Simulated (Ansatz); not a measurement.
## CoO: pressure coefficient of the gap from its deformation potential

Level of theory: DFT PBE+U, scalar-relativistic, plane waves, PAW (Ansatz). Cutoff 420 eV, mesh 12×12×12 in the first runs.

The relaxed cell is R-3m with a = 3.073 Å, c = 7.421 Å. An equation of state gives B0 = 169.2 GPa at V0 = 10.120 Å³/atom, and gaps on the k mesh of 1.281 eV at 9.814 Å³/atom, 1.168 eV at 10.118 Å³/atom, 1.063 eV at 10.421 Å³/atom.

Predict dE_g/dP at zero pressure, and compare with cells relaxed under pressure.

A parabola in ln V through the three points has the slope a = dE_g/d ln V = -3.62 eV at V0. Since dP = −B d ln V, dE_g/dP = −a/B = 21.4 meV/GPa. Separate runs under pressure gave gaps (over the zone) of 1.100 eV at -3.05 GPa, 1.168 eV at 0.03 GPa, 1.230 eV at 3.00 GPa, a slope of 21.4 meV/GPa at zero. The two routes agree within 0.1 meV/GPa. Compression widens this gap. Pressure coefficients of semilocal functionals are as a rule better than their gaps.

The state reached may not be the lowest one. The cell holds one magnetic atom, so it can only be ferromagnetic; an antiferromagnetic order may lie lower.